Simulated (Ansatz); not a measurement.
MgO (rock salt, Fm-3m), r²SCAN in the plane-wave PAW code Ansatz: ε∞ = 3.00, cell volume 18.62 Å³. Infrared-active transverse modes:

| ω_TO (cm⁻¹) | oscillator strength S_xx (e²/amu) |
|---|---|
| 398.0 | 0.4057 |

Compute the static dielectric constant.

Each mode adds (4.921e7/V) S/ω²: 6.77. So ε0 = 9.76.

What LO frequency does the Lyddane–Sachs–Teller relation give?

ω_LO = ω_TO √(ε0/ε∞) = 719 cm⁻¹.

The cell was relaxed with r²SCAN under the symmetry of its start; phonons on a q-mesh show no instability.

Potentials: the earlier of the program's two PAW sets.
